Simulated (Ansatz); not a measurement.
Relaxation of a generated cell, CsPbCl3 built in the AFLOW prototype ABC3_hR10_161_a_a_b (as in LiNbO3); 10 atoms in the cell, which starts as R3c, hexagonal axes (No. 161), hR10; a = 7.922 Å, b = 7.922 Å, c = 20.921 Å, α = 90.00°, β = 90.00°, γ = 120.00°. All values below come from PBE (plane waves to 420 eV, PAW, scalar-relativistic; Ansatz, a program for electronic structure). Γ-centred k-mesh 4×4×4 on the run's cell (coarser than for final values), Fermi–Dirac smearing 0.05 eV. This is the first round of the run. 

The optimiser's lines from the output (shortened; P is positive under compression):

```
relax step   1: F+E_penalty+E_count = -41646.20004614 eV  Δ(F+E_penalty+E_count) = +0.000e0 eV  max|allowed force component| = 5.367e-1 eV/Å  Δτ_max = 0.0000 Å  P = +0.059 GPa  Ω = 379.014 Å³  (6 SCF iters, dr2 threshold 1.00e-7 eV, accepted)
relax step   2: F+E_penalty+E_count = -41646.60918073 eV  Δ(F+E_penalty+E_count) = -4.091e-1 eV  max|allowed force component| = 1.735e-1 eV/Å  Δτ_max = 0.1909 Å  P = -0.015 GPa  Ω = 378.402 Å³  (6 SCF iters, dr2 threshold 1.00e-6 eV, accepted)
relax step   3: F+E_penalty+E_count = -41646.75128666 eV  Δ(F+E_penalty+E_count) = -1.421e-1 eV  max|allowed force component| = 4.097e-2 eV/Å  Δτ_max = 0.2000 Å  P = -0.244 GPa  Ω = 378.230 Å³  (6 SCF iters, dr2 threshold 1.00e-6 eV, accepted)
relax step   4: F+E_penalty+E_count = -41646.75811166 eV  Δ(F+E_penalty+E_count) = -6.825e-3 eV  max|allowed force component| = 3.368e-2 eV/Å  Δτ_max = 0.0257 Å  P = -0.259 GPa  Ω = 377.996 Å³  (5 SCF iters, dr2 threshold 3.22e-7 eV, accepted)
relax step   5: F+E_penalty+E_count = -41646.76597453 eV  Δ(F+E_penalty+E_count) = -7.863e-3 eV  max|allowed force component| = 4.032e-2 eV/Å  Δτ_max = 0.0883 Å  P = +0.318 GPa  Ω = 367.839 Å³  (6 SCF iters, dr2 threshold 2.89e-7 eV, accepted)
relax step   6: F+E_penalty+E_count = -41646.77860208 eV  Δ(F+E_penalty+E_count) = -1.263e-2 eV  max|allowed force component| = 1.825e-2 eV/Å  Δτ_max = 0.0680 Å  P = -0.037 GPa  Ω = 371.683 Å³  (6 SCF iters, dr2 threshold 2.56e-7 eV, accepted)
relax step   7: F+E_penalty+E_count = -41646.78056301 eV  Δ(F+E_penalty+E_count) = -1.961e-3 eV  max|allowed force component| = 4.544e-3 eV/Å  Δτ_max = 0.0696 Å  P = -0.002 GPa  Ω = 370.265 Å³  (7 SCF iters, dr2 threshold 2.08e-8 eV, accepted)
relax step   8: F+E_penalty+E_count = -41646.78093419 eV  Δ(F+E_penalty+E_count) = -3.712e-4 eV  max|allowed force component| = 2.637e-3 eV/Å  Δτ_max = 0.0302 Å  P = +0.010 GPa  Ω = 369.834 Å³  (9 SCF iters, accepted)
relax step   9: F+E_penalty+E_count = -41646.78117360 eV  Δ(F+E_penalty+E_count) = -2.394e-4 eV  max|allowed force component| = 1.252e-3 eV/Å  Δτ_max = 0.0316 Å  P = +0.009 GPa  Ω = 369.747 Å³  (8 SCF iters, accepted)
relax step  10: F+E_penalty+E_count = -41646.78126071 eV  Δ(F+E_penalty+E_count) = -8.711e-5 eV  max|allowed force component| = 1.096e-3 eV/Å  Δτ_max = 0.0273 Å  P = +0.001 GPa  Ω = 369.835 Å³  (8 SCF iters, accepted)
relax step  11: F+E_penalty+E_count = -41646.78117717 eV  Δ(F+E_penalty+E_count) = +8.354e-5 eV  max|allowed force component| = 1.095e-3 eV/Å  Δτ_max = 0.0000 Å  P = +0.001 GPa  Ω = 369.835 Å³  stress off target by 7.43e-4 GPa  SCF on the basis re-selected at this cell (its energy is not comparable with the rows above)  (5 SCF iters)
```

From the first to the last row the energy changes by -0.06 eV/atom and the volume by -2.4 %. The last row is marked as not comparable with the walk above it, whose basis was carried along; it does compare with step 1, since both stand on a basis selected at the nominal cutoff for their own cell.

Later rounds, restarted from the end of this one on a renewed k-mesh, logged 2 more steps and released under 1 meV/atom more. The final structure after all rounds: R3c, hexagonal axes (No. 161), hR10; a = 8.1229 Å, b = 8.1229 Å, c = 19.4166 Å, α = 90.00°, β = 90.00°, γ = 120.00°. Between re-selections the logged energies stand on a plane-wave basis carried along with the cell. No spin polarisation in the result.

The run could not lose the symmetry of its start, so the end can be a saddle point.

The relaxed structure here is a generated cell of CsPbCl3: the first start was made by placing the elements on the sites of a structure type, and the end was not matched to a known phase here, so it may be hypothetical. Known forms of CsPbCl3 include space group No. 221.
